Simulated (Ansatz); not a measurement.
**Structure relaxation, ZnCu2SnSe4**

The start is a randomly generated symmetric cell of ZnCu2SnSe4 (space group No. 42). Cell shape, volume and atoms are optimised at zero target pressure with PBE (plane waves to 420 eV, PAW, scalar-relativistic; Ansatz, a program for electronic structure). First-step values are on the input's coarse k-mesh.

Ansatz input (later rounds restart from its end on a renewed k-mesh):
Ansatz 0.2 input:
```yaml
crystal:
  lattice:
    - [0, 6.4237058, 6.5054261]
    - [2.5144683, 0, 6.5054261]
    - [2.5144683, 6.4237058, 0]
  atoms:
    - { symbol: Cu, position: [0.00732053, 0.00732053, 0.49267947] }
    - { symbol: Cu, position: [0.50732053, 0.50732053, 0.99267947] }
    - { symbol: Se, position: [0.66891177, 0.55420729, 0.44579271] }
    - { symbol: Se, position: [0.55420729, 0.66891177, 0.33108823] }
    - { symbol: Se, position: [0.78753413, 0.78753413, 0.71246587] }
    - { symbol: Se, position: [0.28753413, 0.28753413, 0.21246587] }
    - { symbol: Sn, position: [0.9117551, 0.9117551, 0.0882449] }
    - { symbol: Zn, position: [0.4238502, 0.4238502, 0.5761498] }
basis: { ecutwfc: 420, ecutrho_ratio: 4, xc_grid: 2, fft_grid_basis: typed }
kpoints: { mp_grid: { grid: [5, 5, 5] } }
hamiltonian:
  xc: pbe
  dispersion: none
  pseudopotentials: { kind: paw }
scf: { occupations: { method: fermi_dirac, width: 0.05 } }
relax: { f_tol: 0.01, max_steps: 100, cell: { stress_tol: 0.02 } }
output: { forces: true, stress: true }
```

- Outcome = The space group stays Fmm2 (No. 42) (the run could not lower it), with 8 atoms in the primitive cell
- Energy released = about 2.9 eV/atom
- Band gap at the end = zero (metallic)
- Optimiser moves = 45

Final structure:

```cif
data_Cu8Se16Sn4Zn4
_chemical_formula_sum 'Cu8 Se16 Sn4 Zn4'
_space_group_name_H-M_alt 'Fmm2'
_space_group_IT_number 42
_space_group_name_Hall 'F 2 -2'
_cell_length_a 7.37159
_cell_length_b 7.46360
_cell_length_c 16.13597
_cell_angle_alpha 90.000
_cell_angle_beta 90.000
_cell_angle_gamma 90.000
loop_
_atom_site_label
_atom_site_type_symbol
_atom_site_symmetry_multiplicity
_atom_site_Wyckoff_symbol
_atom_site_fract_x
_atom_site_fract_y
_atom_site_fract_z
_atom_site_occupancy
Cu1 Cu 8 b 0.25000 0.25000 0.01757 1
Se1 Se 8 d 0.33346 0.00000 0.09970 1
Se2 Se 8 b 0.25000 0.25000 0.37059 1
Sn1 Sn 4 a 0.00000 0.00000 0.79008 1
Zn1 Zn 4 a 0.00000 0.00000 0.38263 1
```
(The calculation used a cell of 8 atoms; values per cell refer to that cell.)

Final values are on a 9×9×9 k-mesh of the relaxed cell. The start holds a very short contact (Se–Se 1.47 Å). The relaxed cell holds bonded Se–Se pairs (2.46 Å). No spin polarisation in the result.

The run could not lose the symmetry of its start, so the end can be a saddle point.

The relaxed structure here is a generated cell of ZnCu2SnSe4: the first start was made by a random draw of sites in a space group, and the end was not matched to a known phase here, so it may be hypothetical. Known forms of ZnCu2SnSe4 include space group No. 82.
